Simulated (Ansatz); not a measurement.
BeS:
Space group Pm-3m (No. 221); a = 2.9417 Å, b = 2.9417 Å, c = 2.9417 Å, α = 90.00°, β = 90.00°, γ = 90.00°

```csv
atom,site,symmetry,x,y,z
Be,1a,m-3m,0.0000,0.0000,0.0000
S,1b,m-3m,0.5000,0.5000,0.5000
```

Relaxed with r²SCAN.

Task: Decompose the optical modes at the zone centre into irreducible representations, and say which are infrared and Raman allowed.

Result: Point group m-3m: Γ_opt = T1u. Infrared: T1u. Raman: none.

Task: Assign frequencies (DFPT, the program Ansatz at the r²SCAN level (PAW)).

Result: T1u 361i cm⁻¹.

The cell is a constructed one: a structure type filled with these elements; neither database checked (COD, Materials Project) lists it. COD files the formula under space group No. 216, so this cell is another polymorph or a model. Its standing as an ambient phase is unchecked. The cell was relaxed with r²SCAN under the symmetry of its start. At this level the phase is dynamically unstable (imaginary phonons). As this level gives no gap, phonon frequencies hold no LO–TO term and depend on the k-mesh and smearing (Fermi–Dirac, 0.1 eV here).

Potentials: the later of the program's two PAW sets.
